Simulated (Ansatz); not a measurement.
Mg:
```yaml
crystal:
  lattice:
    - [-1.77809, 1.77809, 1.77809]
    - [1.77809, -1.77809, 1.77809]
    - [1.77809, 1.77809, -1.77809]
  atoms:
    - { symbol: Mg, position: [0.00000, 0.00000, 0.00000] }
```

Relaxed with PBEsol.

### Question
List the phonon frequencies at the special points (DFPT on a 5×5×5 q-mesh, Fourier-interpolated; PBEsol in the plane-wave PAW code Ansatz).

### Answer
In cm⁻¹.

```csv
q,frequencies
Γ,0 0 0
H,238 238 238
N,32i 186 254
P,177 177 177
```

Space group Im-3m (bcc (W type)). The workflow started from a Materials Project entry (that database holds measured and hypothetical structures alike); the Crystallography Open Database copy checked does not list it. It is not the phase usual at ambient conditions (space group No. 194). Symmetry was held in the PBEsol relaxation. At this level the phase is mechanically unstable. As this level gives no gap, phonon frequencies hold no LO–TO term and depend on the k-mesh and smearing (Fermi–Dirac, 0.1 eV here).

Potentials: the earlier of the program's two PAW sets. The files were generated under PBE; for other functionals the program regenerates the frozen cores, and for LDA and PBEsol the local potential too.
